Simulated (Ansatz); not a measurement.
Relaxed candidate structures of Li2O2:

A. P6₃/mmc (No. 194), hP4, NiAs type; a = b = 2.625 Å, c = 5.450 Å, α = β = 90.00°, γ = 120.00°; Li 2a (0.000, 0.000, 0.000); O 2d (0.667, 0.333, 0.250); ferromagnetic

B. P6₃/mmc (No. 194), hP8; a = b = 3.1231 Å, c = 7.5647 Å, α = β = 90.00°, γ = 120.00°; Li 2a (0.000, 0.000, 0.000); Li 2c (0.333, 0.667, 0.250); O 4f (0.667, 0.333, 0.149); non-magnetic

Problem. Order them by energy per atom (lowest first) at the level PBEsol (plane waves to 420 eV, PAW, scalar-relativistic; Ansatz, an electronic-structure program).

Solution. B (reference, the lowest among the structures calculated here), A (+0.41 eV/atom)

Problem. Give each candidate's band gap.

Solution. No gap: A. B: 2.20 eV (no spin-orbit coupling).

Each run could gain symmetry but not lose that of its start, so entries can be saddle points.  Each structure is listed in the lowest spin state found for it. Energies are at zero temperature and pressure, without zero-point motion. Spin states reached: ferromagnetic, non-magnetic; non-magnetic ones ran without spin or lost their moments; spin orders were not searched systematically.
